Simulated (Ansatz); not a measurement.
Rb$_{2}$Pd (Fm-3m), two-dimensional strain map

Level of theory: DFT r2SCAN, scalar-relativistic, plane waves, PAW in Ansatz. Cutoff 500 eV, Γ-centred 6×6×6 k-points, Gaussian smearing of 0.05 eV. No spin polarisation. Energies are free energies at this smearing, counted from the undisturbed cell; pressure is positive in compression.

The starting cell (as given, not relaxed at this level; it stands at -0.5 GPa, and it needn't be the usual structure):

```xyz
3
Lattice="0.0000 4.1232 4.1232 4.1232 0.0000 4.1232 4.1232 4.1232 0.0000" Properties=species:S:1:pos:R:3 pbc="T T T"
Rb    2.0616    2.0616    2.0616
Rb    6.1848    6.1848    6.1848
Pd    0.0000    0.0000    0.0000
```

The cell is strained by p along both x and y and by q along z, fractional coordinates fixed. Points are written (p, q).

Energy above the undisturbed cell in meV/atom (a dash: not computed):

```csv
p \ q,-0.030,-0.015,0.000,0.015,0.030
-0.030,-2.5,-3.4,-3.0,-1.3,?
-0.015,-4.0,–,?,–,?
0.000,-2.1,?,0.0,2.9,6.9
0.030,10.6,–,14.6,–,22.9
```

(1) Fill in the withheld energies.

Answers

(1) (-0.030, 0.030): 1.7; (-0.015, 0.000): -3.1; (-0.015, 0.030): 2.8; (0.000, -0.015): -1.7.